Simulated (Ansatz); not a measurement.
Computed with Ansatz, DFT PBE, scalar-relativistic, plane waves, PAW. All cells share a 420 eV cutoff and Γ-centred k meshes spaced at most about 0.3 Å⁻¹ (about 0.25 or finer for metals, 2π included). No spin polarisation in the final relaxations.

All energies are static (0 K, no zero-point motion). All come from trial cells, and lower structures may exist.

Question: Order these relaxed structures of KMgPd3 by energy, lowest first, with the energy over the lowest of them.
A. Space group P4mm (No. 99), tetragonal, a = 4.425 Å, c = 5.584 Å. K is surrounded by 8 Pd at 3.31–3.42 Å, 4 Mg at 3.49 Å, 4 Pd at 3.70 Å and 4 K at 4.43 Å; Mg is surrounded by 5 Pd at 2.62–2.63 Å, 1 Pd at 2.96 Å and 4 K at 3.49 Å; Pd on a site of symmetry 2mm is surrounded by 2 Mg at 2.63 Å, 2 Pd at 2.70 Å, 4 Pd at 3.13 Å, 2 K at 3.42 Å and 2 K at 3.70 Å; Pd on a site of symmetry 4mm has 1 Mg at 2.62 Å, 4 Pd at 2.70 Å, 1 Mg at 2.96 Å and 4 K at 3.31 Å.
B. Space group Pm-3m (No. 221), cubic, a = 4.880 Å. K is surrounded by 12 Pd at 3.45 Å; around Mg lie 6 Pd at 2.44 Å; Pd has 2 Mg at 2.44 Å, 4 K at 3.45 Å and 8 Pd at 3.45 Å.
C. Space group P4/mmm (No. 123), tetragonal, a = 3.514 Å, c = 9.155 Å. K has 8 Pd at 3.29 Å and 4 K at 3.51 Å; Mg is surrounded by 6 Pd at 2.42–2.48 Å; Pd on a site of symmetry 4mm has 1 Mg at 2.42 Å and 4 K at 3.29 Å; Pd on a site of symmetry 4/mmm has 4 Mg at 2.48 Å.

Answer: A (0 meV/atom), B (254 meV/atom), C (357 meV/atom). Forms: A P4mm; B antiperovskite type, Pm-3m; C P4/mmm. Counting all near atoms (those within 1.25 times the shortest distance at each site; a plus sign parts nearer from farther groups; a slash parts the counts of unlike sites): A has K 16, Mg 5+1, Pd 6/4+4; B has K 12+8, Mg 6, Pd 2; C has K 12, Mg 6, Pd 1/4.

Cells relaxed within their symmetry can be saddle points. Some candidate types were left out of the draw beforehand, so a known form may be missing.
